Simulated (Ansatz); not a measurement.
A geometry of Se away from equilibrium: step 2 of the relaxation of a relaxed Se cell, doubled along one cell vector, shaken by Gaussian noise of σ = 0.08 Å a coordinate. Calculation: r2SCAN (plane waves to 500 eV, PAW, scalar-relativistic; Ansatz, an electronic-structure program). Γ-centred k-mesh 5×5×2 on the run's cell (coarser than for final values), Fermi–Dirac smearing 0.05 eV.

```
CELL_PARAMETERS angstrom
      5.46142     0.02506    -0.01824
     -2.70901     4.74569     0.00264
     -0.03872    -0.01588    11.62559
ATOMIC_POSITIONS crystal
  Se 0.32594 0.66477 0.09605
  Se 0.36079 0.68505 0.58885
  Se 0.34096 0.63912 0.40435
  Se 0.33097 0.66421 0.90994
  Se 0.67714 0.36803 0.40517
  Se 0.64957 0.33446 0.90543
  Se 0.67364 0.34302 0.09178
  Se 0.66151 0.31683 0.58962
```

Question: Predict the force on each atom, in eV/Å.

Answer: 
```csv
atom,Fx,Fy,Fz
Se1,-0.15,0.10,-0.33
Se2,-0.33,0.33,0.18
Se3,-0.21,0.05,-0.10
Se4,0.00,0.09,0.12
Se5,0.23,-0.11,-0.10
Se6,0.06,-0.03,0.39
Se7,0.07,-0.16,-0.22
Se8,0.32,-0.27,0.06
```

Question: What is the pressure?

Answer: -0.1 GPa, compression positive.

No spin polarisation in the result. No dispersion correction is included, so spacings between layers, chains or molecules are soft and tend to come out too large.

The end of the path is a generated cell of Se: the first start was made by a random draw of sites in a space group, and the end was not matched to a known phase here, so it may be hypothetical. Known forms of Se include space group No. 152.
